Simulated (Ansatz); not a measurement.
What DFT gives for LiHPd₂O₄

```
CELL_PARAMETERS angstrom
6.26309 0.00000 0.00000
0.00000 6.26309 0.00000
0.00000 0.00000 3.94741
ATOMIC_POSITIONS crystal
H 0.25000 0.25000 0.49560
H 0.75000 0.75000 0.50440
Pd 0.00000 0.00000 0.00000
Pd 0.50000 0.00000 0.00000
Pd 0.50000 0.50000 0.00000
Pd 0.00000 0.50000 0.00000
O 0.25000 0.97780 0.23500
O 0.52220 0.25000 0.23500
O 0.25000 0.52220 0.23500
O 0.97780 0.25000 0.23500
O 0.75000 0.02220 0.76500
O 0.02220 0.75000 0.76500
O 0.75000 0.47780 0.76500
O 0.47780 0.75000 0.76500
Li 0.75000 0.25000 0.50000
Li 0.25000 0.75000 0.50000
```

The numbers come from plane-wave PAW DFT (Ansatz): r2SCAN, no spin polarisation, 500 eV, 6×6×9 Γ-centred k points, fermi-dirac occupations (width 0.1 eV). Nothing was relaxed.

Q: What does the stress say?

A: The pressure is 34.8 GPa (compression positive), so with the atoms held at these fractions the cell would first expand; the forces are large, so a full relaxation may end otherwise. The principal stresses 24.8, 39.8, 39.8 GPa differ, so its shape would change too.

Q: Which element gives electrons and which takes them?

A: Bader charges in e: Li +0.87, H +0.29, Pd +1.26, O -0.92. In the mean Pd gives up most and O takes most.

Q: Describe some of the short contacts.

A: O–Li at 1.77 Å: least valence density 0.31 e/Å³ and ELF 0.09 there. Pd–O at 1.83 Å: least valence density 1.21 e/Å³ and ELF 0.27 there. H–O at 1.99 Å: least valence density 0.21 e/Å³ and ELF 0.27 there. Both are smooth PAW fields, read partly inside the augmentation spheres.

Q: Where is the largest force?

A: The largest is on O11 (and as large on other atoms): 2.41 eV/Å, components (0.00, 0.30, -2.40). It makes 47° with the line to a nearest neighbour, Li15 at 1.77 Å.

Q: Metal or insulator?

A: It is a metal, with about 10 states/eV a cell as the mean within 0.25 eV of the Fermi level, mostly O p (48 %) and Pd d (45 %).

Origin: a known structure type with other elements, at an estimated volume, so it need not be a known compound. Caveats: many states at the Fermi level without spin polarisation, so a magnetic state may lie lower; atoms or cell far from equilibrium.
